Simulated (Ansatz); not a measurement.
YTi2Ga4:
Space group I4/mmm (No. 139); a = 6.716 Å, b = 6.716 Å, c = 5.450 Å, α = 90.00°, β = 90.00°, γ = 90.00°

```tsv
atom	site	symmetry	x	y	z
Y	2a	4/mmm	0.0000	0.0000	0.0000
Ga	8h	m.2m	0.3037	0.3037	0.0000
Ti	4d	-4m2	0.0000	0.5000	0.2500
```
(The calculation used a cell of 7 atoms; values per cell refer to that cell.)

Relaxed at zero pressure with DFT-r²SCAN in the program Ansatz with PAW potentials.

Task: The volume is raised by 9 % and shape and atoms relax at that volume. What pressure results, and how do the axes share the change?

Result: -7.5 GPa; a 2.6 %, b 2.6 %, c 3.5 %; the energy rises by 40 meV/atom.

Task: Give the new structure.

Result: 
Space group I4/mmm (No. 139); a = b = 6.8922 Å, c = 5.6406 Å, α = β = γ = 90.00°

| atom | site | symmetry | x | y | z |
|---|---|---|---|---|---|
| Y | 2a | 4/mmm | 0.0000 | 0.0000 | 0.0000 |
| Ga | 8h | m.2m | 0.3028 | 0.3028 | 0.0000 |
| Ti | 4d | -4m2 | 0.0000 | 0.5000 | 0.2500 |

The phase is kept; no other phase was compared at this pressure.

The workflow started from an entry of the Crystallography Open Database (COD). Whether it is the stable phase at ambient conditions was not checked. The r²SCAN relaxation kept the symmetry of its start; whether a distortion lowers the energy is not shown. The run is not spin-polarised. Axis ratios of metals converge slowly with the k-mesh, so a and c are less sure than the volume.

Potentials: the later of the program's two PAW sets.
